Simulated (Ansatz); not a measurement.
rocksalt-structured CuSb

Method: r²SCAN, scalar-relativistic; no spin polarisation; PAW, 500 eV, Γ-centred 12×12×12 mesh, 0.05 eV Gaussian smearing; code Ansatz; PAW files: Ansatz's generated set soft_2.

```cif
data_structure
_symmetry_space_group_name_H-M 'Fm-3m'
_symmetry_Int_Tables_number 225
_cell_length_a 5.3825
_cell_length_b 5.3825
_cell_length_c 5.3825
_cell_angle_alpha 90.000
_cell_angle_beta 90.000
_cell_angle_gamma 90.000
_cell_volume 155.94
loop_
_atom_site_label
_atom_site_type_symbol
_atom_site_symmetry_multiplicity
_atom_site_Wyckoff_symbol
_atom_site_fract_x
_atom_site_fract_y
_atom_site_fract_z
_atom_site_occupancy
Cu1 Cu 4 b 0.50000 0.00000 0.00000 1
Sb1 Sb 4 a 0.00000 0.00000 0.00000 1
```

This is a trial structure made by placing the elements on a prototype's sites, so it needn't be the stable form.

The cell above was scaled in volume, its shape and atoms being fixed by the lattice's symmetry. Energies are counted from the cell above.

Cell and atoms are those of this level's equilibrium.

```tsv
V (Å³/atom)	ΔE (meV/atom)	P from the stress (GPa)
18.713	9.22	3.89
19.103	2.24	1.84
19.493	0.00	0.00
19.883	2.03	-1.64
20.272	7.82	-3.10
20.857	22.67	-5.00
```

Question: Do the energies and the pressures agree? Compare −ΔE/ΔV between neighbouring points (1 meV/Å³ = 0.1602 GPa) with the mean of their pressures.

Answer: 
```
interval (Å³/atom)  −ΔE/ΔV (GPa)  mean P (GPa)
    18.71 to 19.10           2.9           2.9
    19.10 to 19.49           0.9           0.9
    19.49 to 19.88          -0.8          -0.8
    19.88 to 20.27          -2.4          -2.4
    20.27 to 20.86          -4.1          -4.0
```
They differ by 0.02 GPa at most.

Question: What do the two routes give for V0, B0 and B0′?

Answer: A third-order Birch–Murnaghan fit of the energies: V0 = 19.49 Å³/atom, B0 = 87 GPa, B0′ = 4.9. A polynomial of P in ln V, with B = −dP/d ln V at P = 0: V0 = 19.49 Å³/atom, B0 = 87 GPa, B0′ = 4.6.

B0·V0 = 87.0 GPa × 19.49 Å³ = 10.58 eV/atom sets the scale: near the minimum ΔE ≈ ½ B0 V0 x², with x = V/V0 − 1, and a pressure of 0.9 GPa squeezes the volume by about 1 %. At the ends of the curve: x = −4.0 % predicts 8.5 meV/atom and the run gives 9.2; x = +7.0 % predicts 25.9 meV/atom and the run gives 22.7. The lopsidedness is anharmonic: atoms resist being pushed together more than being pulled apart.

No spin–orbit coupling, a notable omission for heavy elements. The run is a metal.
